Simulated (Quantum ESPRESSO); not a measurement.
**AgCl (Fm-3m) under strain**

```xyz
2
Lattice="0.0000 2.7727 2.7727 2.7727 0.0000 2.7727 2.7727 2.7727 0.0000" Properties=species:S:1:pos:R:3 pbc="T T T"
Ag     0.0000     0.0000     0.0000
Cl     2.7727     2.7727     2.7727
```
The cell comes from the Materials Project (a computed structure). It is AgCl in Fm-3m. Stability against distortions was not tested. The run has no spin polarisation.

Isotropic strain: all lattice vectors are scaled together, so the volume changes by about three times as much; fractional positions kept.

Method: shieldings by GIPAW with PBE in a modified build of Quantum ESPRESSO, on JTH PAW datasets, 25 Ha, k-mesh 8×8×8 shifted, f-sum rule met within 0.002 %. Values are those of the named site's first atom. These are absolute shieldings with no macroscopic susceptibility term; δ = σ_ref − σ needs a reference computed alike. In our sweeps, cutoffs and meshes of this size left a few ppm, and up to some 20 ppm on atoms from Zn on. Spin–orbit coupling is left out; its weight grows with the heaviest atom, Ag here. The datasets of Cl hold no d projectors, which limits absolute σ on these atoms. The band gap at this level is small, which makes the paramagnetic part of σ large and sensitive to the functional. Static lattice: thermal averaging is not included.

```csv
lattice scale factor,σ_iso Ag (ppm),σ_iso Cl (ppm)
0.98,3235.8,889.9
0.99,3308.5,892.0
1,3379.1,893.9
1.01,3447.7,895.6
1.02,3513.8,897.1
```
